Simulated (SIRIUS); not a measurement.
Set-up for a self-consistent single point of TiSi2 (Fddd, 6 atoms in the cell; from Materials Project mp-2582, changed as shown).

```
CELL_PARAMETERS angstrom
      0.00000     4.03517     4.17764
      2.34172     0.00000     4.17764
      2.34172     4.03517     0.00000
ATOMIC_POSITIONS crystal
  Ti 0.50000 0.50000 0.50000
  Ti 0.75000 0.75000 0.75000
  Si 0.83743 0.16257 0.83743
  Si 0.16257 0.83743 0.16257
  Si 0.41257 0.08743 0.41257
  Si 0.08743 0.41257 0.08743
```

Level of theory: PBEsol, GBRV PBEsol ultrasoft pseudopotentials (plane waves; SIRIUS 7.12.0).

SIRIUS settings:

* **parameters.ngridk**: 8 8 8
* **parameters.xc_functionals**: [XC_GGA_X_PBE_SOL, XC_GGA_C_PBE_SOL]
* **parameters.gk_cutoff**: 6.325 1/bohr
* **parameters.pw_cutoff**: 14.143 1/bohr
* **parameters.smearing**: fermi_dirac
* **parameters.smearing_width**: 0.00367493 Ha
* **potentials**: GBRV PBEsol ultrasoft pseudopotentials
* **parameters.electronic_structure_method**: pseudopotential
* **parameters.num_bands**: 24
* **parameters.num_mag_dims**: 0
* **parameters.num_dft_iter**: 100
* **parameters.energy_tol**: 1e-07 Ha
* **parameters.density_tol**: 1e-06
* **mixer.type**: anderson
* **mixer.beta**: 0.3
* **mixer.use_hartree**: false

Results:

- Number of valence electrons = 40
- Number of bands = 24
- Number of k-points after the program's reduction = 95
- Number of plane waves (most at a k-point) = 2297
- Number of SCF iterations = 30
- FFT grid = 54 × 45 × 45
- Free energy E − TS = -3766.3623 eV
- Fermi level (on the code's own zero) = 13.43 eV
- Pressure = 8.19 GPa
- Largest force (vector length) = 0.098 eV/Å

Forces (eV/Å):
| atom | Fx | Fy | Fz |
|---|---|---|---|
| Ti1 | 0.000 | 0.000 | 0.000 |
| Ti2 | 0.000 | 0.000 | 0.000 |
| Si3 | 0.000 | -0.098 | 0.000 |
| Si4 | 0.000 | 0.098 | 0.000 |
| Si5 | 0.000 | 0.098 | 0.000 |
| Si6 | 0.000 | -0.098 | 0.000 |

Stress (GPa, positive for compression):
```
 8.15   0.00   0.00
 0.00   6.35   0.00
 0.00   0.00  10.06
```

For comparison: a first run was changed to give this one (lattice scaled by 0.98), and from it to this one the free energy rises by 14.8 meV/atom, the pressure goes from -1.91 to 8.19 GPa and the largest force goes from 0.056 to 0.098 eV/Å.

The structure comes from a collection of computed structures, made at another level of theory; the collection holds predicted forms beside known ones.

Cost on one core: around 2.1 core-minutes (rough).
